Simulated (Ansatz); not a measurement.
I:
```xyz
4
Lattice="3.7547 -2.2946 0.0000 3.7547 2.2946 0.0000 0.0000 0.0000 9.7914" Properties=species:S:1:pos:R:3 pbc="T T T"
I      3.7547    -1.5664     1.1785
I      3.7547     1.5664     8.6129
I      3.7547     0.7282     3.7172
I      3.7547    -0.7282     6.0742
```

Relaxed with r²SCAN+D4. Special points in fractions of this cell's reciprocal vectors: Γ (0.000, 0.000, 0.000); Y (0.500, 0.500, 0.000); F0 (0.343, 0.657, 0.000); Δ0 (-0.343, 0.343, 0.000); Z (0.000, 0.000, 0.500); B0 (-0.343, 0.343, 0.500); G0 (0.343, 0.657, 0.500); T (0.500, 0.500, 0.500); S (0.000, 0.500, 0.000); R (0.000, 0.500, 0.500).

**Question.** List the band energies nearest the valence-band maximum at these points for the program Ansatz at the r²SCAN+D4 level (PAW).

**Answer.** In eV from the valence-band maximum; about four levels below and three above (degenerate sets whole), none deeper than 8.9 eV; points with the same levels are listed once.

| k | below | above |
|---|---|---|
| Γ | -1.12 -0.64 -0.34 0.00 | 1.35 2.23 5.56 |
| Y | -1.79 -1.47 -0.83 -0.41 | 1.22 1.94 5.41 |
| F0 | -1.71 -1.10 -0.89 -0.39 | 1.86 2.03 6.95 |
| Z | -0.95 -0.95 -0.14 -0.14 | 1.62 1.62 6.15 6.15 |
| B0 | -0.93 -0.93 -0.55 -0.55 | 1.78 1.78 7.32 7.32 |
| T | -1.22 -1.22 -1.12 -1.12 | 1.42 1.42 6.40 6.40 |
| S | -1.51 -1.51 -0.68 -0.68 | 2.36 2.36 5.81 5.81 |
| R | -0.89 -0.89 -0.01 -0.01 | 1.60 1.60 6.22 6.22 |

Space group Cmce (molecular I2 type). The cell was relaxed with r²SCAN+D4 under the symmetry of its start. Spin–orbit coupling is left out wherever it is not named.

Potentials: the earlier of the program's two PAW sets.
